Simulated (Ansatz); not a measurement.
**TiC: tetragonal deformation path**

Theory: Ansatz, DFT PBEsol, scalar-relativistic, plane waves, PAW. The runs took a 420 eV cutoff, a Γ-centred 20×20×20 mesh and cold smearing (0.1 eV). No spin polarisation. Energies are free energies at this smearing, counted from the undisturbed cell; pressure is positive in compression.

The undisturbed cell (as given, not relaxed at this level; it stands at -6.2 GPa):

```
CELL_PARAMETERS angstrom
0.00000 2.16400 2.16400
2.16400 0.00000 2.16400
2.16400 2.16400 0.00000
ATOMIC_POSITIONS crystal
Ti 0.00000 0.00000 0.00000
C 0.50000 0.50000 0.50000
```

At fixed volume and fractional coordinates, lengths along (0.000, 0.000, 1.000) are scaled against those across it; ρ is that ratio over its starting value. The cell is metallic on the mesh throughout.

```tsv
ρ	ΔE (meV/atom)	pressure (GPa)
0.650	2451.1	71.6
0.707	1516.1	49.6
0.780	697.7	24.1
0.850	266.5	6.9
0.920	63.0	-2.8
0.960	14.4	-5.4
1.000	0.0	-6.2
1.050	18.5	-5.0
1.100	67.9	-1.9
1.200	240.0	9.2
1.300	494.4	25.1
1.414	869.8	47.0
1.500	1202.9	65.2
```

Cost: 13 runs of about 1.5 core-minutes in all, on Intel Xeon Platinum 8375C (Ice Lake) (shared hosts).